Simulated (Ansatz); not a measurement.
LaFeGe₃:
```
LaFeGe3
1.0
   -2.15052     2.15052     4.93910
    2.15052    -2.15052     4.93910
    2.15052     2.15052    -4.93910
La Fe Ge
1 1 3
Direct
  0.99901   0.99901   0.00000
  0.66445   0.66445   0.00000
  0.43665   0.43665   0.00000
  0.75514   0.25514   0.50000
  0.25514   0.75514   0.50000
```

Relaxed with PBEsol.

### Question
Give the Bader charges and basin volumes of the independent atoms, PBEsol in the plane-wave PAW code Ansatz.

### Answer


```json
[
 {"atom": "La1", "Bader charge (e)": "+1.36", "Bader volume (Å³)": "21.2"},
 {"atom": "Fe2", "Bader charge (e)": "-0.35", "Bader volume (Å³)": "14.0"},
 {"atom": "Ge3", "Bader charge (e)": "-0.51", "Bader volume (Å³)": "19.8"},
 {"atom": "Ge4", "Bader charge (e)": "-0.25", "Bader volume (Å³)": "18.2"}
]
```

Space group I4mm. The workflow started from an entry of the Crystallography Open Database (COD, 295 K). Whether it is the stable phase at ambient conditions was not checked. The PBEsol relaxation kept the symmetry of its start; whether a distortion lowers the energy is not shown. The workflow began spin-polarised and lost its moments. The cell computed holds one magnetic atom, so no antiferromagnetic order was within reach. Scalar-relativistic: spin–orbit coupling is off unless named, which matters more the heavier the elements.

Potentials: the later of the program's two PAW sets.
